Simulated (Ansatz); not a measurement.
This cell of Ni (fcc, Cu type) is off equilibrium:

```xyz
4
Lattice="3.5188 0.0000 0.0000 0.0000 3.5188 0.0000 0.0000 0.0000 3.5188" Properties=species:S:1:pos:R:3 pbc="T T T"
Ni     0.0000     0.0000     0.0000
Ni     1.7594     1.7594     0.0000
Ni     1.5594     0.0000     1.7594
Ni     0.0000     1.7594     1.7594
```

The numbers are results of PBE (plane waves to 420 eV, PAW, scalar-relativistic; Ansatz, an electronic-structure program), not measurements. k mesh 11×11×11 (Γ-centred), Fermi-Dirac smearing 0.05 eV. The energy includes the smearing's −TS. Stress and pressure are positive under compression. With partly filled bands, energies and forces of such displacements shift with the k mesh and the smearing. On this mesh the relaxed cell isn't quite at rest: it carries a pressure of 0.1 GPa (compression positive) at the zero of the scan. Ni was relaxed with its symmetry unable to fall. Relaxed Ni ends ferromagnetic. The PAW data are Ansatz's earlier set. Other magnetic orders were not checked, so this need not be the ground state.

### Question
What forces act on the atoms (eV/Å, Cartesian)?

### Answer
```json
[
 {"atom": "Ni1", "Fx": "-0.897", "Fy": "0.000", "Fz": "0.000"},
 {"atom": "Ni2", "Fx": "-0.094", "Fy": "0.000", "Fz": "0.000"},
 {"atom": "Ni3", "Fx": "1.888", "Fy": "0.000", "Fz": "0.000"},
 {"atom": "Ni4", "Fx": "-0.897", "Fy": "0.000", "Fz": "0.000"}
]
```

### Question
What is the stress tensor (GPa)?

### Answer
```
    2.6      0.0      0.0
    0.0      2.4      0.0
    0.0      0.0      2.4
```
The pressure, a third of the trace, is 2.5 GPa.

### Question
In it atom 3 sits (-0.200, 0.000, 0.000) Å away from its relaxed site. What is its energy relative to the relaxed cell?

### Answer
186 meV/cell.

(For displaced atoms, the force is minus the slope of the energy, and its curvature is a force constant, which sets phonon frequencies.)
